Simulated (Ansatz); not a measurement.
# Ansatz 0.2.0, relaxation: Ca2CdSi3

Run with:

```bash
ansatz run input.yaml --threads 2 --pin off --max-ram 2560MiB --backend cpu --events-out ev --progress --plain --runs-dir out
```

input.yaml:

```yaml
crystal:
  lattice:
    - [-4.250964, 7.357261, 0.0]
    - [4.250964, 0.0, 4.420185]
    - [4.250964, 7.357261, 0.0]
  atoms:
    - { symbol: Ca, position: [0.24885, 0.4977, 0.75115] }
    - { symbol: Ca, position: [0.75115, 0.5023, 0.24885] }
    - { symbol: Ca, position: [0.25, 0.5, 0.25] }
    - { symbol: Ca, position: [0.75, 0.5, 0.75] }
    - { symbol: Si, position: [0.83667, 0.0, 0.32473] }
    - { symbol: Si, position: [0.16333, 0.0, 0.67527] }
    - { symbol: Si, position: [0.67527, 0.0, 0.16333] }
    - { symbol: Si, position: [0.32473, 0.0, 0.83667] }
    - { symbol: Si, position: [0.1618, 0.0, 0.1618] }
    - { symbol: Si, position: [0.8382, 0.0, 0.8382] }
    - { symbol: Cd, position: [0.66668, 0.0, 0.66668] }
    - { symbol: Cd, position: [0.33332, 0.0, 0.33332] }
  symmetry: { tolerance: 0.0003 }
kpoints:
  mp_grid: { grid: [4, 4, 4], shift: [0, 0, 0] }
magnetization:
  spin_polarized: false
scf:
  occupations: { method: fermi_dirac, width: 0.05 }
  lower_state_search: "off"
hamiltonian:
  pseudopotentials: { kind: paw }
  xc: pbe
basis:
  ecutwfc: 420
  fft_grid_basis: typed
relax:
  max_steps: 60
  f_tol: 0.03
output:
  forces: true
  stress: true
  eigenvalues: true
  bader: false
  populations: true
  elf: true
  write_potential: true
  volumetric_format: npy
  dos:
    e_range: [-12, 8]
    de: 0.05
    projected: { site_lists: { Ca: [Ca], Cd: [Cd], Si: [Si] } }
  write_density: true
checkpoint:
  read: saved_state
```

Origin of the cell: a known structure type with other elements, at an estimated volume, so it need not be a known compound.

The saved state is a converged single point of the same cell.

Steps:

| step | ΔF (meV/atom) | max force component (eV/Å) | SCF iterations | step was |
| --- | --- | --- | --- | --- |
| 1 | 0.0 | 0.495 | 6 | accepted |
| 2 | -4.1 | 0.083 | 6 | accepted |
| 3 | -4.3 | 0.006 | 6 | accepted |

Before:

Space group Fmmm (No. 69); the run's cell has a = 8.497 Å, b = 6.133 Å, c = 8.497 Å, α = 69.71°, β = 60.04°, γ = 110.29°. Shortest distances: Si–Si 2.37 Å, Cd–Si 2.52 Å, Ca–Si 3.24 Å, Ca–Cd 3.30 Å.

The relaxed structure.

Space group Fmmm (No. 69); the run's cell has a = 8.497 Å, b = 6.133 Å, c = 8.497 Å, α = 69.71°, β = 60.04°, γ = 110.29°. Shortest distances: Si–Si 2.35 Å, Cd–Si 2.54 Å, Ca–Si 3.18 Å, Ca–Cd 3.31 Å.

```
CELL_PARAMETERS angstrom
-4.25096 7.35726 0.00000
4.25096 0.00000 4.42019
4.25096 7.35726 0.00000
ATOMIC_POSITIONS crystal
Ca 0.24294 0.48589 0.75706
Ca 0.75706 0.51411 0.24294
Ca 0.25000 0.50000 0.25000
Ca 0.75000 0.50000 0.75000
Si 0.83895 0.00000 0.32107
Si 0.16105 0.00000 0.67893
Si 0.67893 0.00000 0.16105
Si 0.32107 0.00000 0.83895
Si 0.15971 0.00000 0.15971
Si 0.84029 0.00000 0.84029
Cd 0.66584 0.00000 0.66584
Cd 0.33416 0.00000 0.33416
```

- Free energy lowered by: 4.3 meV/atom
- Final pressure: -1.43 GPa
- Relaxation steps listed: 3

Caveats: the SCF threshold is looser than advised for a stress; the k mesh is coarse if the cell is a metal; the relaxation held the start's symmetry, so the end may be a saddle point.

The run took 66 s on 2 threads of Arm Neoverse N1, with other jobs on the host, peak memory 0.74 GiB, from a saved density.
